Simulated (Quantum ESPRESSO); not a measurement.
Band energies of LiTaS2

```xyz
8
Lattice="3.3486 0.0000 0.0000 -1.6743 2.9000 0.0000 0.0000 0.0000 12.8881" Properties=species:S:1:pos:R:3 pbc="T T T"
Li     0.0000     0.0000     6.4440
Li     0.0000     0.0000     0.0000
S      1.6743     0.9667     8.0922
S      0.0000     1.9333     4.7959
S      0.0000     1.9333     1.6481
S      1.6743     0.9667    11.2399
Ta     0.0000     0.0000     9.6660
Ta     0.0000     0.0000     3.2220
```

PBEsol (pw.x of Quantum ESPRESSO, ONCV potentials, no spin-orbit coupling); path ΓMKΓALHA,LM,KH; energies in eV from the valence-band maximum.

```csv
k (1/Å),point,band 24,band 25,band 26,band 27,band 28,band 29,band 30,band 31
0.00,Γ,-2.78,-2.77,-2.77,-1.04,0.00,1.72,1.72,1.72
0.36,,-3.35,-3.24,-2.59,-1.18,-0.71,1.02,1.47,1.70
0.72,,-3.20,-2.99,-2.99,-1.88,-1.54,1.33,1.88,2.06
1.08,M,-3.15,-3.15,-2.85,-1.90,-1.49,2.31,2.32,2.47
1.50,,-4.57,-4.17,-3.59,-0.95,-0.71,1.71,1.79,1.92
1.71,K,-4.72,-3.98,-3.98,-0.46,-0.46,1.28,1.30,1.88
1.89,,-4.73,-4.08,-3.65,-0.78,-0.74,1.39,1.69,1.94
2.24,,-3.77,-3.67,-2.87,-1.46,-1.29,0.72,1.66,2.00
2.60,,-3.44,-3.17,-2.49,-1.14,-0.71,1.04,1.42,1.62
2.96,Γ,-2.78,-2.77,-2.77,-1.04,0.00,1.72,1.72,1.72
2.96,A,-2.77,-2.77,-2.77,-0.37,-0.37,1.69,1.69,1.69
3.14,,-2.93,-2.87,-2.87,-0.49,-0.49,1.58,1.58,1.66
3.50,,-3.44,-3.22,-3.22,-1.34,-1.34,1.36,1.36,1.68
3.86,,-3.81,-3.02,-3.02,-1.68,-1.68,2.01,2.01,2.40
4.04,L,-3.85,-3.00,-3.00,-1.63,-1.63,2.18,2.18,2.62
4.25,,-3.88,-3.63,-3.63,-1.30,-1.30,2.28,2.28,2.57
4.67,H,-4.79,-3.90,-3.90,-0.43,-0.43,1.29,1.29,1.56
4.95,,-4.72,-3.66,-3.66,-0.99,-0.99,1.40,1.40,2.24
5.22,,-3.79,-3.21,-3.21,-1.38,-1.38,1.17,1.17,2.02
5.50,,-3.44,-2.98,-2.98,-0.98,-0.98,1.25,1.25,1.61
5.78,,-2.88,-2.82,-2.82,-0.44,-0.44,1.63,1.63,1.67
5.92,A,-2.77,-2.77,-2.77,-0.37,-0.37,1.69,1.69,1.69
5.92,L,-3.85,-3.00,-3.00,-1.63,-1.63,2.18,2.18,2.62
6.16,M,-3.15,-3.15,-2.85,-1.90,-1.49,2.31,2.32,2.47
6.16,K,-4.72,-3.98,-3.98,-0.46,-0.46,1.28,1.30,1.88
6.41,H,-4.79,-3.90,-3.90,-0.43,-0.43,1.29,1.29,1.56
```

The PBEsol gap is indirect, 0.72 eV, from Γ to 43 % of the way from K to Γ; the smallest direct gap is 1.63 eV.

Without spin-orbit coupling, band edges of such heavy elements can be off by tenths of an eV.

Geometry of the Materials Project entry, not relaxed at this level.

The structure is a Materials Project entry; no match was found in the copy of COD used, and its stability was not checked.
